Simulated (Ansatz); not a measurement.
Starting cell, GaN (zinc blende):

```
GaN
1.0
    0.00000     4.54850     4.54850
    2.27425     2.27425     4.54850
    2.27425     2.27425     0.00000
N Ga
2 2
Direct
  0.00000   0.75000   0.75000
  0.50000   0.75000   0.75000
  0.00000   0.00000   0.00000
  0.50000   0.00000   0.00000
```

The atoms are displaced by Q × the pattern below (from a DFPT mode at X = (0.5, 0.5, 0.0), largest move 1; Q in Å), at fixed cell. (q is in reciprocal vectors of the primitive cell; the cell shown is doubled to hold the pattern.)

```json
[
 {"atom": "Ga3", "x": "0.000", "y": "0.000", "z": "-1.000"},
 {"atom": "Ga4", "x": "0.000", "y": "0.000", "z": "1.000"}
]
```

Atoms not listed stay in place.

The numbers are results of PBE (plane waves to 420 eV, PAW, scalar-relativistic; Ansatz, a first-principles code), not measurements. k mesh 12×12×12 (Γ-centred), Fermi-Dirac smearing 0.05 eV. The energy includes the smearing's −TS. GaN was relaxed with its symmetry unable to fall. The zero of ΔE is the undisplaced structure.

| Q (Å) | ΔE (meV/cell) |
|---|---|
| -0.1000 | withheld |
| -0.0833 | 194.9 |
| -0.0667 | 124.9 |
| -0.0500 | 70.3 |
| -0.0333 | 31.3 |
| -0.0167 | 7.8 |
| 0.0000 | 0.0 |
| 0.0167 | 7.8 |
| 0.0333 | 31.3 |
| 0.0500 | 70.3 |
| 0.0667 | 124.9 |
| 0.0833 | 194.9 |
| 0.1000 | withheld |

Fit an even polynomial form (powers 2, 4) to the given rows and predict ΔE at Q = -0.1000.

Least squares on the 11 given rows: ΔE = (28120)·Q² + (-5314)·Q⁴, in meV/cell with Q in Å; root-mean-square residual 0.07 meV/cell. At -0.1000 the fit gives 280.7 meV/cell; the calculation gives 280.2 meV/cell, so the extrapolation is off by 0.5 (+0.2 %). The quadratic term alone would give 281.2 meV/cell.

(For displaced atoms, the force is minus the slope of the energy, and its curvature is a force constant, which sets phonon frequencies.)
